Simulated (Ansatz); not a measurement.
# Lattice vibrations of CsH at Γ at 12 GPa

These are results of DFT LDA, scalar-relativistic, plane waves, PAW (Ansatz), not measurements. Cutoff 420 eV, 8×8×8 k-points (Γ-centred), fixed occupations. No spin polarisation. Phonons by linear response, acoustic sum rule imposed.

The cell, relaxed at 12 GPa:
```xyz
2
Lattice="3.2869 0.0000 0.0000 0.0000 3.2869 0.0000 0.0000 0.0000 3.2869" Properties=species:S:1:pos:R:3 pbc="T T T"
Cs    0.0000    0.0000    0.0000
H     1.6435    1.6435    1.6435
```

Spin–orbit coupling is left out, which matters for heavy elements. Other phases may be more stable at this pressure. The run warned that the force constants aren't converged on this k mesh, so the frequencies and all that is formed from them are rough.

Question: Give the high-frequency dielectric tensor ε∞.

Answer:
```
5.28 0.00 0.00
0.00 5.28 0.00
0.00 0.00 5.28
```

Question: Give the Born effective charges.

Answer:
| atom | Z*xx | Z*yy | Z*zz | mean |
| --- | --- | --- | --- | --- |
| Cs (atom 1) | 1.18 | 1.18 | 1.18 | 1.18 |
| H (atom 2) | -1.18 | -1.18 | -1.18 | -1.18 |

Question: How large is the static dielectric tensor with the ions free to move, and what share of it is ionic?

Answer:
```
9.3 0.0 0.0
0.0 9.3 0.0
0.0 0.0 9.3
```
The ions give 43 % of its trace.

This CsCl-type form isn't the usual stable structure of the compound at low pressure.